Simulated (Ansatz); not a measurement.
Structure: Ga2SbP as one 8-atom ordering (I-42d) on the zincblende lattice, at its r2SCAN minimum. Space group I-42d (No. 122), tetragonal; a = 5.795 Å, c = 11.495 Å in the conventional setting, 24.13 Å³ an atom. P has 4 Ga at 2.38 Å; Ga has 2 P at 2.38 Å and 2 Sb at 2.63 Å; Sb has 4 Ga at 2.63 Å.

4 runs of Ansatz on this cell differ in the functional (and in the settings that go with it). Levels are in eV from each run's valence top; v1 is the last filled band, c1 the first empty one.

Run A, mean stress +0.3 GPa (compression positive):

| point | v5 | v3 | v1 | c1 | c2 | c3 |
| --- | --- | --- | --- | --- | --- | --- |
| Γ | -2.74 | -0.11 | 0.00 | 1.61 | 1.80 | 1.82 |
| X | -1.73 | -1.26 | -0.84 | 1.60 | 1.60 | 3.21 |
| P | -2.24 | -1.27 | -1.21 | 2.64 | 2.64 | 2.68 |
| N | -2.63 | -2.10 | -0.89 | 3.31 | 3.38 | 3.58 |
| M | -2.62 | -1.91 | -1.53 | 1.81 | 1.81 | 1.91 |
| S | -3.14 | -2.12 | -0.95 | 1.95 | 3.08 | 3.45 |

Run B, mean stress +0.1 GPa (compression positive):

| point | v5 | v3 | v1 | c1 | c2 | c3 |
| --- | --- | --- | --- | --- | --- | --- |
| Γ | -2.79 | -0.11 | 0.00 | 2.20 | 2.43 | 2.45 |
| X | -1.77 | -1.29 | -0.85 | 2.21 | 2.21 | 3.86 |
| P | -2.29 | -1.30 | -1.23 | 3.28 | 3.28 | 3.31 |
| N | -2.70 | -2.15 | -0.91 | 3.97 | 4.03 | 4.24 |
| M | -2.67 | -1.95 | -1.56 | 2.44 | 2.44 | 2.55 |
| S | -3.22 | -2.17 | -0.98 | 2.57 | 3.73 | 4.11 |

Run C, mean stress 0.0 GPa (compression positive):

| point | v5 | v3 | v1 | c1 | c2 | c3 |
| --- | --- | --- | --- | --- | --- | --- |
| Γ | -2.64 | -0.10 | 0.00 | 1.23 | 1.43 | 1.52 |
| X | -1.65 | -1.22 | -0.84 | 1.23 | 1.23 | 2.77 |
| P | -2.16 | -1.24 | -1.18 | 2.25 | 2.25 | 2.26 |
| N | -2.52 | -2.04 | -0.89 | 2.83 | 2.98 | 3.13 |
| M | -2.52 | -1.84 | -1.50 | 1.49 | 1.49 | 1.55 |
| S | -3.01 | -2.06 | -0.95 | 1.59 | 2.68 | 2.98 |

Run D, mean stress +2.1 GPa (compression positive):

| point | v5 | v3 | v1 | c1 | c2 | c3 |
| --- | --- | --- | --- | --- | --- | --- |
| Γ | -2.52 | -0.09 | 0.00 | 0.77 | 1.20 | 1.28 |
| X | -1.58 | -1.16 | -0.79 | 0.91 | 0.91 | 2.46 |
| P | -2.11 | -1.18 | -1.13 | 1.93 | 1.93 | 1.95 |
| N | -2.43 | -1.97 | -0.86 | 2.55 | 2.71 | 2.83 |
| M | -2.43 | -1.76 | -1.43 | 1.26 | 1.26 | 1.31 |
| S | -2.91 | -1.97 | -0.90 | 1.36 | 2.39 | 2.66 |

Q: Match the runs to PBE, r2SCAN, HSE06, PBE0.

A: A is HSE06, B is PBE0, C is r2SCAN, D is PBE. In order of the gap: PBE 0.77, r2SCAN 1.23, HSE06 1.60, PBE0 2.20 eV.

Spin-unpolarised throughout. Whether this structure exists isn't addressed.

Spin-orbit coupling is left out, which matters wherever the heavy atoms make up the band edges.

The stress of a hybrid is loosely converged in these runs.
